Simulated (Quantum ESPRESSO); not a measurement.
```cif
data_Ca8Si4
_chemical_formula_sum 'Si4 Ca8'
_space_group_name_H-M_alt 'Fm-3m'
_space_group_IT_number 225
_space_group_name_Hall '-F 4 2 3'
_cell_length_a 6.87572
_cell_length_b 6.87572
_cell_length_c 6.87572
_cell_angle_alpha 90.000
_cell_angle_beta 90.000
_cell_angle_gamma 90.000
loop_
_atom_site_label
_atom_site_type_symbol
_atom_site_symmetry_multiplicity
_atom_site_Wyckoff_symbol
_atom_site_fract_x
_atom_site_fract_y
_atom_site_fract_z
_atom_site_occupancy
Si1 Si 4 a 0.00000 0.00000 0.00000 1
Ca1 Ca 8 c 0.25000 0.25000 0.25000 1
```
(The calculation used a cell of 3 atoms; values per cell refer to that cell.)

The PBEsol cell relaxed from Materials Project entry mp-1009733 was given an isotropic strain of -3 % on all lattice vectors, and the atoms were relaxed again.

### Question
What does norm-conserving PBEsol (Quantum ESPRESSO, 68 Ry, no spin-orbit coupling) give for the electronic structure near the Fermi level?

### Answer
The PBEsol gap is direct, 0.31 eV at X. 

The structure is a Materials Project entry; no match was found in the copy of COD used, and its stability was not checked.
